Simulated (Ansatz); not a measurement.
The start is a generated cell, W placed in the AFLOW prototype A_oC4_63_c (A20). The structure is fully relaxed (lattice and positions, P = 0) with PBE (plane waves to 420 eV, PAW, scalar-relativistic; Ansatz, a first-principles code). The first steps use a coarse 14×14×7 k-mesh.

Initial structure:
```
W
1.0
    1.30161    -2.68563     0.00000
    1.30161     2.68563     0.00000
    0.00000     0.00000     4.51343
W
2
Cartesian
  1.30161  -2.13625   1.12836
  1.30161   2.13625   3.38507
```

| Item | Value |
|---|---|
| Initial pressure | +21.3 GPa (positive: the cell is compressed) |
| Largest initial force | 2.03 eV/Å, on W1, W2 (atoms numbered as listed) |
| Outcome | The space group stays Cmcm (No. 63) (the run could not lower it); the end is AFLOW prototype A_oC4_63_c (A20), with 2 atoms in the primitive cell |
| Energy released | 0.31 eV/atom |
| Volume change | +4.6 %, from 15.78 to 16.50 Å³/atom |
| Band gap at the end | zero (metallic) |
| Optimiser moves | 13 |

It ends as:

```cif
data_W4
_chemical_formula_sum 'W4'
_space_group_name_H-M_alt 'Cmcm'
_space_group_IT_number 63
_space_group_name_Hall '-C 2c 2'
_cell_length_a 2.62403
_cell_length_b 5.21394
_cell_length_c 4.82275
_cell_angle_alpha 90.000
_cell_angle_beta 90.000
_cell_angle_gamma 90.000
loop_
_space_group_symop_operation_xyz
  'x, y, z'
  '-x, -y, -z'
  '-x, -y, z+1/2'
  'x, y, -z+1/2'
  'x, -y, -z'
  '-x, y, z'
  '-x, y, -z+1/2'
  'x, -y, z+1/2'
  'x+1/2, y+1/2, z'
  '-x+1/2, -y+1/2, -z'
  '-x+1/2, -y+1/2, z+1/2'
  'x+1/2, y+1/2, -z+1/2'
  'x+1/2, -y+1/2, -z'
  '-x+1/2, y+1/2, z'
  '-x+1/2, y+1/2, -z+1/2'
  'x+1/2, -y+1/2, z+1/2'
loop_
_atom_site_label
_atom_site_type_symbol
_atom_site_symmetry_multiplicity
_atom_site_Wyckoff_symbol
_atom_site_fract_x
_atom_site_fract_y
_atom_site_fract_z
_atom_site_occupancy
W1 W 4 c 0.00000 0.15323 0.75000 1
```
(The calculation used a cell of 2 atoms; values per cell refer to that cell.)

Final values are on a 20×20×10 k-mesh of the relaxed cell. No spin polarisation in the result.

The run could not lower the symmetry of its start; a shaken copy of this end point relaxes with PBE to Im-3m (No. 229), 0.45 eV/atom lower.

The relaxed structure here is a generated cell of W: the first start was made by placing the elements on the sites of a structure type, and the end was not matched to a known phase here, so it may be hypothetical. Known forms of W include space group No. 229.
